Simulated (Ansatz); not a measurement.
Re$_{7}$B$_{3}$:
```
Re7B3
1.0
    7.50132     0.00000     0.00000
   -3.75066     6.49633     0.00000
    0.00000     0.00000     4.88726
Re B
14 6
Cartesian
  0.00000   4.33089   0.41917
  3.75066   2.16544   2.86280
  2.36958   5.69897   1.23310
  3.75066   4.90160   3.67673
 -2.36958   5.69897   1.23310
  1.38108   0.79736   3.67673
  0.00000   1.59473   1.23310
  6.12024   0.79736   3.67673
  5.11186   2.95134   0.24000
  0.00000   5.90267   2.68363
  2.38945   2.95134   0.24000
 -1.36121   3.54499   2.68363
  3.75066   0.59366   0.24000
  1.36121   3.54499   2.68363
  2.13462   1.23242   1.66483
  0.00000   2.46485   4.10846
  5.36670   1.23242   1.66483
  1.61604   5.26391   4.10846
  3.75066   4.03149   1.66483
 -1.61604   5.26391   4.10846
```

Relaxed with r²SCAN.

Question: Map the electron localisation function on the plane through (0.333, 0.667, 0.086) spanned by u = [0, 0, 1] and v = [1, -1, 0] in lattice vectors, from plane-wave PAW r²SCAN (Ansatz code).

Answer: x is the fraction of u, y of v (the angle between them is 90°; rows are the nearest grid lines); atoms in the plane: Re at (0.00, 0.00), Re at (0.50, 0.33), Re at (0.17, 0.79), Re at (0.67, 0.54), Re at (0.96, 0.21), Re at (0.46, 0.12), B at (0.25, 0.48), B at (0.75, 0.86).
```
y \ x   0.000  0.0833  0.167  0.292  0.375  0.458  0.542  0.625  0.708  0.833  0.917   1.00
------  -----  ------  -----  -----  -----  -----  -----  -----  -----  -----  -----  -----
1.00    0.225   0.690  0.410  0.411  0.433  0.410  0.374  0.308  0.203  0.454  0.710  0.225
0.925   0.264   0.215  0.287  0.443  0.405  0.442  0.505  0.607  0.661  0.500  0.313  0.264
0.850   0.346   0.375  0.522  0.312  0.296  0.295  0.428  0.490  0.021  0.215  0.670  0.346
0.775   0.436   0.727  0.408  0.735  0.263  0.314  0.372  0.473  0.575  0.561  0.322  0.436
0.700   0.249   0.292  0.323  0.252  0.244  0.295  0.366  0.457  0.457  0.299  0.260  0.249
0.625   0.344   0.419  0.466  0.349  0.292  0.243  0.230  0.283  0.268  0.213  0.288  0.344
0.550   0.324   0.419  0.579  0.647  0.514  0.265  0.699  0.460  0.467  0.514  0.218  0.324
0.450   0.431   0.641  0.556  0.224  0.665  0.599  0.415  0.285  0.281  0.447  0.405  0.431
0.375   0.407   0.383  0.388  0.230  0.494  0.725  0.719  0.451  0.257  0.416  0.391  0.407
0.300   0.258   0.229  0.261  0.175  0.563  0.720  0.745  0.575  0.270  0.345  0.270  0.258
0.225   0.514   0.718  0.236  0.377  0.371  0.408  0.401  0.415  0.306  0.676  0.579  0.514
0.150   0.496   0.283  0.399  0.349  0.706  0.688  0.717  0.404  0.409  0.252  0.464  0.496
0.0750  0.285   0.266  0.353  0.263  0.593  0.723  0.614  0.205  0.244  0.264  0.236  0.285
0.000   0.225   0.690  0.410  0.411  0.433  0.410  0.374  0.308  0.203  0.454  0.710  0.225
```

The density is the valence pseudo-density with augmentation charge, so density and ELF within about 1 Å of a nucleus are not all-electron values.

Space group P6_3mc. The first step of the workflow began from a Materials Project structure, measured or hypothetical; the Crystallography Open Database copy checked does not list it. Whether it is the stable phase at ambient conditions was not checked. The r²SCAN relaxation kept the symmetry of its start; whether a distortion lowers the energy is not shown. No spin polarisation was allowed. Spin–orbit coupling is left out wherever it is not named.

Potentials: the later of the program's two PAW sets.
